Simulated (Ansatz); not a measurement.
# Sn₃SeS₂ (P-3m1) at 3 levels of theory

One geometry, relaxed with PBE; plane waves with PAW potentials in Ansatz, scalar-relativistic. No spin polarisation. Gaps are the least over mesh and band path; pressure is positive in compression, and isn't given for hybrids.

```
Sn Se S
1.0
     4.18688    0.00000    0.00000
    -2.09344    3.62594    0.00000
     0.00000    0.00000   10.24820
Sn Se S
3 1 2
Direct
  0.66667 0.33333 0.82429
  0.00000 0.00000 0.50000
  0.33333 0.66667 0.17571
  0.00000 0.00000 0.00000
  0.33333 0.66667 0.66222
  0.66667 0.33333 0.33778
```

```json
{"level": "PBE", "cutoff (eV)": "420", "k mesh": "12×12×4", "gap (eV)": "0.12", "pressure (GPa)": "0.0"}
```

Q: What comes out on the same cell with r2SCAN, HSE06?

A:
```tsv
level	cutoff (eV)	k mesh	gap (eV)	pressure (GPa)
r2SCAN	500	12×12×4	0.01	-1.1
HSE06	420	6×6×2	0.20	-
```

The structure comes from a generated guess; another structure or a mixture of phases may lie lower.
